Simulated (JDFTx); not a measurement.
W(100) slab cut from bulk W (space group Im-3m, indices of the conventional cell, lattice of the Materials Project entry mp-91, not re-optimised): 5 atoms in 5 planes, a (1×1) cell of 10.05 Å² (|a| = 3.170, |b| = 3.170 Å), 6.0 Å between the outermost planes, cell height 25.3 Å, 8×8×1 k mesh, Fermi smearing 0.01 Ha, no spin polarisation.

Adsorbate: O on both faces at 1.00 monolayer, started bridge and relaxed in vacuum, keeping the symmetry of the start.

Method: PBE-D3(BJ), GBRV ultrasoft potentials, plane waves to 20/100 Ha, in a modified build of JDFTx. The adsorption energy per O is [E(slab + 2 O) − E(slab)]/2 − (E(H2O) − E(H2)), with the gas molecules relaxed at the same level and slab energies taken as (E + F)/2, the usual estimate of zero smearing. In reaction energies these potentials put H₂ about 0.03 eV too high against large-basis PBE. These are electronic energies without vibrational corrections. Both faces are alike, and the cell allows no reconstruction beyond its size.

Task: Predict the adsorption energy and the geometry, and the change of the work function.

Result: -1.54 eV. O sits 1.14 Å above the highest substrate atom, bound to 2 W at 1.95 Å. The work function goes from 4.18 to 5.85 eV. In CANDLE, water, 1 M NaF, at zero charge, the adsorption energy is -1.54 eV and the potential of zero charge moves from -0.76 to 1.21 V vs SHE (4.44 V convention).
